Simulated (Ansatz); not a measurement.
One crystal and one scan (energy over volume and axial ratio) at two levels, PBE (plane waves to 420 eV, PAW, scalar-relativistic; Ansatz, a program for electronic structure) and r2SCAN (plane waves to 500 eV, PAW, scalar-relativistic; Ansatz), each from its own relaxed cell and on its own mesh.

The crystal is HfO$_{2}$ (fluorite); volume and axial ratio are varied about the relaxed values (subscript 0).

E stands for the smeared free energy. HfO2 is run without spin polarisation. HfO2 was relaxed with its symmetry unable to fall. Spin-orbit coupling is left out, though Hf is heavy. This is a high-temperature form of HfO2. Both scans cover V/V₀ from 0.920 to 1.080 and (c/a)/(c/a)₀ from 0.920 to 1.080.

```json
[
 {"quantity": "Lattice constant a (Å)", "run 1": "5.098", "run 2": "5.058"},
 {"quantity": "Shear modulus C′ = (C11 − C12)/2 (fit, atoms clamped) (GPa)", "run 1": "225", "run 2": "246"}
]
```

Which run is which level?

Run 1 is PBE, run 2 is r2SCAN. PBE gives the higher value for: lattice constant a. PBE gives the lower value for: shear modulus C′. Neither level is exact: the differences show how much the result hangs on the functional.

(Under strain, the slope of the energy per volume gives the stress and its curvature an elastic modulus.)
